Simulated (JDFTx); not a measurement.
System: Pt(110) (Fm-3m bulk; lattice of mp-126, not re-optimised at this level), 1x1 cell of 8 atoms in 8 planes, area 10.99 Å² a face, 9.6 Å between the outermost planes in a cell 25.8 Å high; k mesh 8×6×1, Fermi width 0.01 Ha, no spin polarisation.

All numbers are PBE, GBRV ultrasoft potentials, plane waves to 20/100 Ha results from JDFTx (a modified build), not measurements. Liquid: linear PCM (GLSSA13), water, 0.5 M NaCl; nuclei fixed. Potentials are counted from the potential of zero charge; σ repeats to about 1 %.

| U − U_pzc (V) | σ (μC/cm², per face) |
|---|---|
| -0.89 | -12.14 |
| -0.49 | -6.94 |
| 0.31 | withheld |
| 0.71 | 11.89 |
| 0.88 | 15.00 |
| 0.91 | 15.68 |

Question: Fit σ = C₀x + bx² (x = U − U_pzc) to the other rows by least squares, predict the withheld value, and compare with the run.

Answer: The fit gives C₀ (μF/cm²) = 15.4, b (μF/cm²/V) = 1.98, with a root-mean-square miss of 0.06 μC/cm² on its own rows. It predicts 5.0 μC/cm²; the run gives 4.9 μC/cm², a miss of 0.1 μC/cm².
